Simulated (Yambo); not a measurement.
SiC (6H, space group P6_3mc, No. 186), G0W0@PBEsol in Yambo with this input:

```
rim_cut
gw0
dyson
el_el_corr
HF_and_locXC
ppa
em1d
RandQpts= 1000000
RandGvec= 1 Ry
EXXRLvcs= 82 Ry
VXCRLvcs= 328 Ry
Chimod= "HARTREE"
% BndsRnXp
 1 | 229 |
%
NGsBlkXp= 8 Ry
% LongDrXp
 1.0 | 1.0 | 1.0 |
%
PPAPntXp= 27.2114 eV
% GbndRnge
 1 | 229 |
%
GTermKind= "BG"
DysSolver= "n"
ExtendOut
```

On a 6×6×1 mesh, with wavefunctions cut at 82 Ry, the gap (Γ → M) is 2.730 eV and the valence edge shifts by -0.459 eV.

What happens with this change: no random integration?

The gap falls by 0.030 eV, to 2.700 eV; the shift of the valence edge becomes -0.304 eV. Neither run is shown to be the converged limit.

Geometry of the Materials Project entry, not relaxed at this level; primitive cell a = 3.0766 Å, b = 3.0766 Å, c = 15.0981 Å, α = 90.00°, β = 90.00°, γ = 120.00°.

A shift is the quasiparticle energy of the state minus its PBEsol energy.
